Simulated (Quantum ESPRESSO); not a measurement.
# Mg3S2Cl2: one run as intended and one with a planted mistake

Simulated, not a measurement. The program is pw.x of Quantum ESPRESSO 7.5 (plane-wave density functional theory). The cell is made up: 7 atoms on a zincblende/diamond lattice with one site empty, with randomly drawn elements, strain and displacements, not relaxed. PseudoDojo standard norm-conserving files (v0.5 for PBE, v0.4.1 for LDA and PBEsol) set the functional; there is no spin polarisation, spin-orbit coupling or dispersion term, and the masses in the input are unused placeholders.

Intended input:

```
&control calculation='scf', pseudo_dir='./dojo.nc.sr.pbe.v0_5.standard.upf', outdir='./o', disk_io='medium', tprnfor=.true., tstress=.true. /
&system ibrav=0, nat=7, ntyp=3, nbnd=34, ecutwfc=84.00895049, nosym=.true., tot_charge=0,
 occupations='smearing', smearing='fd', degauss=0.0018374661
/
&electrons conv_thr=7.350e-09, electron_maxstep=60, /
ATOMIC_SPECIES
Cl 1.0 Cl.upf
Mg 1.0 Mg.upf
S 1.0 S.upf
CELL_PARAMETERS angstrom
5.7258 0.0157 -0.0171
0.0157 5.8578 0.0022
-0.0171 0.0022 5.7718
ATOMIC_POSITIONS angstrom
Mg 0.0689 0.0548 -0.0401
Mg 0.0585 2.9269 2.9784
Mg 2.805 0.059 2.879
S 1.4519 1.458 1.4096
Cl 1.5341 4.4227 4.3159
Cl 4.3225 1.502 4.2814
S 4.3071 4.3333 1.4374
K_POINTS automatic
4 4 4 1 1 1
```

The log is shortened where brackets say so; the opening notice, blank lines, dates and the lines on written files are dropped, and the path of the files is cut. It prints rydbergs, bohrs and kilobars, and counts compression as positive stress. Where no state is partly filled, the Fermi energy that it prints is only some level between the filled and the empty states on the mesh, and need not lie in the true gap.

Log of the intended run:

```
     Program PWSCF v.7.5
     Parallel version (MPI & OpenMP), running on       1 processor cores
     Number of MPI processes:                 1
     Threads/MPI process:                     1
     [start-up lines left out]
     bravais-lattice index     =            0
     lattice parameter (alat)  =      10.8203  a.u.
     unit-cell volume          =    1306.3859 (a.u.)^3
     number of atoms/cell      =            7
     number of atomic types    =            3
     number of electrons       =        56.00
     number of Kohn-Sham states=           34
     kinetic-energy cutoff     =      84.0090  Ry
     charge density cutoff     =     336.0358  Ry
     scf convergence threshold =      7.3E-09
     mixing beta               =       0.7000
     number of iterations used =            8  plain     mixing
     Exchange-correlation= PBE
                           (   1   4   3   4   0   0   0)
     [axes and pseudopotential details left out]
   Cartesian axes
     site n.     atom                  positions (alat units)
         1        Mg     tau(   1) = (   0.0120332   0.0095706  -0.0070033  )
         2        Mg     tau(   2) = (   0.0102168   0.5111733   0.5201676  )
         3        Mg     tau(   3) = (   0.4898838   0.0103042   0.5028077  )
         4        S      tau(   4) = (   0.2535695   0.2546348   0.2461819  )
         5        Cl     tau(   5) = (   0.2679254   0.7724097   0.7537575  )
         6        Cl     tau(   6) = (   0.7549101   0.2623193   0.7477322  )
         7        S      tau(   7) = (   0.7522206   0.7567963   0.2510371  )
     number of k points=    32  Fermi-Dirac smearing, width (Ry)=  0.0018
                       cart. coord. in units 2pi/alat
        k(    1) = (   0.1250384   0.1218024   0.1243288), wk =   0.0625000
        k(    2) = (   0.1257793   0.1217073   0.3723406), wk =   0.0625000
     [further k points left out]
     Dense  grid:   135867 G-vectors     FFT dimensions: (  64,  72,  64)
     Estimated max dynamical RAM per process >     158.66 MB
     Initial potential from superposition of free atoms
     starting charge      55.9975, renormalised to      56.0000
     Starting wfcs are   31 randomized atomic wfcs +    3 random wfcs
     total cpu time spent up to now is       11.2 secs
     per-process dynamical memory:   111.9 Mb
     Self-consistent Calculation
     iteration #  1     ecut=    84.01 Ry     beta= 0.70
     Davidson diagonalization with overlap
     ethr =  1.00E-02,  avg # of iterations =  6.9
     total cpu time spent up to now is       46.1 secs
     total energy              =    -466.45322624 Ry
     estimated scf accuracy    <       0.58554059 Ry
     iteration #  2     ecut=    84.01 Ry     beta= 0.70
     Davidson diagonalization with overlap
     ethr =  1.05E-03,  avg # of iterations =  4.0
     total cpu time spent up to now is       88.3 secs
     total energy              =    -466.59743722 Ry
     estimated scf accuracy    <       0.36159863 Ry
     [iterations 3 to 7 left out]
     iteration #  8     ecut=    84.01 Ry     beta= 0.70
     Davidson diagonalization with overlap
     ethr =  1.93E-09,  avg # of iterations =  2.9
     total cpu time spent up to now is      304.7 secs
     total energy              =    -466.67760150 Ry
     estimated scf accuracy    <       0.00000008 Ry
     iteration #  9     ecut=    84.01 Ry     beta= 0.70
     Davidson diagonalization with overlap
     ethr =  1.49E-10,  avg # of iterations =  2.3
     total cpu time spent up to now is      336.2 secs
     End of self-consistent calculation
     [lines on levels left out]
     the Fermi energy is     3.7048 ev
!    total energy              =    -466.67760152 Ry
     estimated scf accuracy    <          5.1E-09 Ry
     smearing contrib. (-TS)   =       0.00000000 Ry
     internal energy E=F+TS    =    -466.67760152 Ry
     The total energy is F=E-TS. E is the sum of the following terms:
     one-electron contribution =    -355.68665400 Ry
     hartree contribution      =     176.75606622 Ry
     xc contribution           =     -78.06413862 Ry
     ewald contribution        =    -209.68287512 Ry
     convergence has been achieved in   9 iterations
     Forces acting on atoms (cartesian axes, Ry/au):
     atom    1 type  2   force =    -0.01467824   -0.01859221    0.05680118
     atom    2 type  2   force =    -0.00380394    0.00743331   -0.06371090
     atom    3 type  2   force =     0.02026917   -0.01335665   -0.05523343
     atom    4 type  3   force =    -0.00856629    0.00409936    0.02249948
     atom    5 type  1   force =    -0.00911881    0.00215950    0.01107375
     atom    6 type  1   force =     0.00057166   -0.00786272    0.00938374
     atom    7 type  3   force =     0.01532644    0.02611941    0.01918618
     Total force =     0.117467     Total SCF correction =     0.000130
     Computing stress (Cartesian axis) and pressure
          total   stress  (Ry/bohr**3)                   (kbar)     P=      -31.32
  -0.00015858   0.00009038   0.00002859          -23.33       13.30        4.21
   0.00009038  -0.00018013  -0.00001802           13.30      -26.50       -2.65
   0.00002859  -0.00001802  -0.00030000            4.21       -2.65      -44.13
     init_run     :      9.86s CPU     11.17s WALL (       1 calls)
     electrons    :    310.20s CPU    324.99s WALL (       1 calls)
     forces       :      6.04s CPU      6.09s WALL (       1 calls)
     stress       :     20.28s CPU     20.41s WALL (       1 calls)
     [timing details left out]
     PWSCF        :   5m46.58s CPU   6m 3.09s WALL
     JOB DONE.
```

A second run has one planted mistake: the plane-wave cutoff is too low. The input lines that differ, file-writing options aside:

```
- &system ibrav=0, nat=7, ntyp=3, nbnd=34, ecutwfc=84.00895049, nosym=.true., tot_charge=0,
+ &system ibrav=0, nat=7, ntyp=3, nbnd=34, ecutwfc=49.90557951, nosym=.true., tot_charge=0,
```

Its log:

```
     Program PWSCF v.7.5
     Parallel version (MPI & OpenMP), running on       1 processor cores
     Number of MPI processes:                 1
     Threads/MPI process:                     1
     [start-up lines left out]
     bravais-lattice index     =            0
     lattice parameter (alat)  =      10.8203  a.u.
     unit-cell volume          =    1306.3859 (a.u.)^3
     number of atoms/cell      =            7
     number of atomic types    =            3
     number of electrons       =        56.00
     number of Kohn-Sham states=           34
     kinetic-energy cutoff     =      49.9056  Ry
     charge density cutoff     =     199.6223  Ry
     scf convergence threshold =      7.3E-09
     mixing beta               =       0.7000
     number of iterations used =            8  plain     mixing
     Exchange-correlation= PBE
                           (   1   4   3   4   0   0   0)
     [axes and pseudopotential details left out]
   Cartesian axes
     site n.     atom                  positions (alat units)
         1        Mg     tau(   1) = (   0.0120332   0.0095706  -0.0070033  )
         2        Mg     tau(   2) = (   0.0102168   0.5111733   0.5201676  )
         3        Mg     tau(   3) = (   0.4898838   0.0103042   0.5028077  )
         4        S      tau(   4) = (   0.2535695   0.2546348   0.2461819  )
         5        Cl     tau(   5) = (   0.2679254   0.7724097   0.7537575  )
         6        Cl     tau(   6) = (   0.7549101   0.2623193   0.7477322  )
         7        S      tau(   7) = (   0.7522206   0.7567963   0.2510371  )
     number of k points=    32  Fermi-Dirac smearing, width (Ry)=  0.0018
                       cart. coord. in units 2pi/alat
        k(    1) = (   0.1250384   0.1218024   0.1243288), wk =   0.0625000
        k(    2) = (   0.1257793   0.1217073   0.3723406), wk =   0.0625000
     [further k points left out]
     Dense  grid:    62255 G-vectors     FFT dimensions: (  50,  50,  50)
     Estimated max dynamical RAM per process >      73.50 MB
     Initial potential from superposition of free atoms
     starting charge      55.9975, renormalised to      56.0000
     Starting wfcs are   31 randomized atomic wfcs +    3 random wfcs
     total cpu time spent up to now is        5.0 secs
     per-process dynamical memory:    48.5 Mb
     Self-consistent Calculation
     iteration #  1     ecut=    49.91 Ry     beta= 0.70
     Davidson diagonalization with overlap
     ethr =  1.00E-02,  avg # of iterations =  6.9
     total cpu time spent up to now is       16.7 secs
     total energy              =    -465.63596819 Ry
     estimated scf accuracy    <       0.65684326 Ry
     iteration #  2     ecut=    49.91 Ry     beta= 0.70
     Davidson diagonalization with overlap
     ethr =  1.17E-03,  avg # of iterations =  3.3
     total cpu time spent up to now is       28.3 secs
     total energy              =    -465.78947975 Ry
     estimated scf accuracy    <       0.37482746 Ry
     [iterations 3 to 7 left out]
     iteration #  8     ecut=    49.91 Ry     beta= 0.70
     Davidson diagonalization with overlap
     ethr =  1.88E-09,  avg # of iterations =  3.1
     total cpu time spent up to now is      103.0 secs
     total energy              =    -465.87559362 Ry
     estimated scf accuracy    <       0.00000007 Ry
     iteration #  9     ecut=    49.91 Ry     beta= 0.70
     Davidson diagonalization with overlap
     ethr =  1.29E-10,  avg # of iterations =  3.1
     total cpu time spent up to now is      116.2 secs
     End of self-consistent calculation
     [lines on levels left out]
     the Fermi energy is     3.6797 ev
!    total energy              =    -465.87559366 Ry
     estimated scf accuracy    <          5.3E-09 Ry
     smearing contrib. (-TS)   =       0.00000000 Ry
     internal energy E=F+TS    =    -465.87559366 Ry
     The total energy is F=E-TS. E is the sum of the following terms:
     one-electron contribution =    -353.31307946 Ry
     hartree contribution      =     174.93253560 Ry
     xc contribution           =     -77.81217466 Ry
     ewald contribution        =    -209.68287513 Ry
     convergence has been achieved in   9 iterations
     Forces acting on atoms (cartesian axes, Ry/au):
     atom    1 type  2   force =    -0.01493851   -0.01875112    0.05639098
     atom    2 type  2   force =    -0.00402969    0.00756284   -0.06361044
     atom    3 type  2   force =     0.02056138   -0.01335541   -0.05495324
     atom    4 type  3   force =    -0.00807603    0.00478077    0.02203151
     atom    5 type  1   force =    -0.00867551    0.00168637    0.01155635
     atom    6 type  1   force =     0.00016294   -0.00752739    0.00979910
     atom    7 type  3   force =     0.01499542    0.02560394    0.01878573
     Total force =     0.116904     Total SCF correction =     0.000132
     Computing stress (Cartesian axis) and pressure
          total   stress  (Ry/bohr**3)                   (kbar)     P=     -532.15
  -0.00356449   0.00009214   0.00002754         -524.35       13.55        4.05
   0.00009214  -0.00358602  -0.00001642           13.55     -527.52       -2.42
   0.00002754  -0.00001642  -0.00370186            4.05       -2.42     -544.56
     init_run     :      4.42s CPU      4.97s WALL (       1 calls)
     electrons    :    102.19s CPU    111.18s WALL (       1 calls)
     forces       :      1.54s CPU      1.57s WALL (       1 calls)
     stress       :      5.52s CPU      5.57s WALL (       1 calls)
     [timing details left out]
     PWSCF        :   1m53.76s CPU   2m 3.44s WALL
     JOB DONE.
```

|  | intended run | run with the mistake |
| --- | --- | --- |
| free energy (eV) | -6349.472 | -6338.560 |
| smearing term -TS (eV) | 0.0000 | 0.0000 |
| pressure (GPa) | -3.13 | -53.21 |
| largest force component (eV/Å) | 1.638 | 1.635 |
| largest change of a force component (eV/Å) |  | 0.018 |
| iterations | 9 | 9 |

For scale, a rerun of the intended cell at 1437 eV and a 6 x 6 x 6 mesh moved values by no more than 0.002 eV in energy, 0.02 GPa in stress and 0.006 eV/Å in force.